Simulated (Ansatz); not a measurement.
Ru (hcp (Mg type), P6_3/mmc) is relaxed with r²SCAN in the plane-wave PAW code Ansatz. What lattice parameters of the conventional cell result?

a = 2.704 Å, c = 4.264 Å.

The r²SCAN relaxation kept the symmetry of its start; of distortions, only those at the zone centre were tested. The run is not spin-polarised. Axis ratios of metals converge slowly with the k-mesh, so a and c are less sure than the volume.

Potentials: the later of the program's two PAW sets.
